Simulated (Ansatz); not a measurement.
Relaxed MoSi2 (MoSi2 type, space group I4/mmm):

```yaml
crystal:
  lattice:
    - [-1.60108, 1.60108, 3.90975]
    - [1.60108, -1.60108, 3.90975]
    - [1.60108, 1.60108, -3.90975]
  atoms:
    - { symbol: Mo, position: [0.00000, 0.00000, 0.00000] }
    - { symbol: Si, position: [0.33530, 0.33530, 0.00000] }
    - { symbol: Si, position: [0.66470, 0.66470, 0.00000] }
```

All values below come from r2SCAN (plane waves to 500 eV, PAW, scalar-relativistic; Ansatz, a program for electronic structure). k mesh 12×12×12 (Γ-centred), Fermi-Dirac smearing 0.05 eV. With partly filled bands, energies and forces of such displacements shift with the k mesh and the smearing. MoSi2 is run without spin polarisation. MoSi2 was relaxed with its symmetry unable to fall. The PAW data are Ansatz's earlier set.

One atom of the cell was then moved (with its periodic images), all else fixed, and the forces (eV/Å) came out as:

| atom | Fx | Fy | Fz |
|---|---|---|---|
| Mo1 | 3.275 | 3.275 | 3.273 |
| Si2 | -3.749 | -3.749 | -5.040 |
| Si3 | 0.473 | 0.473 | 1.767 |

**Question.** Which atom was moved, and by which vector (Å)?

**Answer.** Si2, by (0.27, 0.27, 0.27), 0.46 Å in all.

(A displaced cell: forces are minus the slopes of the energy, force constants its curvatures, and phonons follow from these.)
